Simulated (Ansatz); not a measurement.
AgI:
```
CELL_PARAMETERS angstrom
      0.00000     2.95004     2.95004
      2.95004     0.00000     2.95004
      2.95004     2.95004     0.00000
ATOMIC_POSITIONS crystal
  Ag 0.00000 0.00000 0.00000
  I  0.50000 0.50000 0.50000
```

This is the LDA-relaxed structure.

Problem. All from the program Ansatz at the LDA level (PAW), unless another level is named. Predict the band gap.

Solution. 0.16 eV (indirect).

Problem. What about the electron effective mass?

Solution. 0.20, 0.20, 0.45 mₑ (principal values).

Problem. And the conduction-band minimum?

Solution. at X (3 equivalent valleys).

Space group Fm-3m (rock salt). This is a known high-pressure phase of the composition, computed here at zero pressure and temperature. Symmetry was held in the LDA relaxation; phonons show weakly imaginary modes. No spin polarisation was allowed. Scalar-relativistic: spin–orbit coupling is off unless named, which matters more the heavier the elements.

Potentials: the earlier of the program's two PAW sets. The files were generated under PBE; for other functionals the program regenerates the frozen cores, and for LDA and PBEsol the local potential too.
